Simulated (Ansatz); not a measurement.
Mg$_{2}$FeH$_{6}$ (space group Fm-3m)

```
CELL_PARAMETERS angstrom
      0.00000     3.17202     3.17202
      3.17202     0.00000     3.17202
      3.17202     3.17202     0.00000
ATOMIC_POSITIONS crystal
  Mg 0.25000 0.25000 0.25000
  Mg 0.75000 0.75000 0.75000
  Fe 0.00000 0.00000 0.00000
  H  0.75561 0.24439 0.75561
  H  0.24439 0.75561 0.24439
  H  0.75561 0.24439 0.24439
  H  0.24439 0.75561 0.75561
  H  0.75561 0.75561 0.24439
  H  0.24439 0.24439 0.75561
```

The volume is varied about the relaxed value V₀ at fixed cell shape. The atoms relax within the cell's symmetry.

All values below come from PBEsol (plane waves to 420 eV, PAW, scalar-relativistic; Ansatz, an electronic-structure program). k mesh 9×9×9 (Γ-centred), Fermi-Dirac smearing 0.05 eV. Stress and pressure are positive under compression. Mg2FeH6 is run without spin polarisation. Mg2FeH6 was relaxed with its symmetry unable to fall.

At one point of the scan the stress tensor (GPa) is:

```
    3.7      0.0      0.0
    0.0      3.7      0.0
    0.0      0.0      3.7
```

**Question.** Which point is it?
A. V/V₀ = 0.960
B. V/V₀ = 0.980
C. V/V₀ = 0.900
D. V/V₀ = 0.940

**Answer.** A, V/V₀ = 0.960

(A scan under strain: stresses follow from slopes of the energy per volume, elastic moduli from its curvatures.)
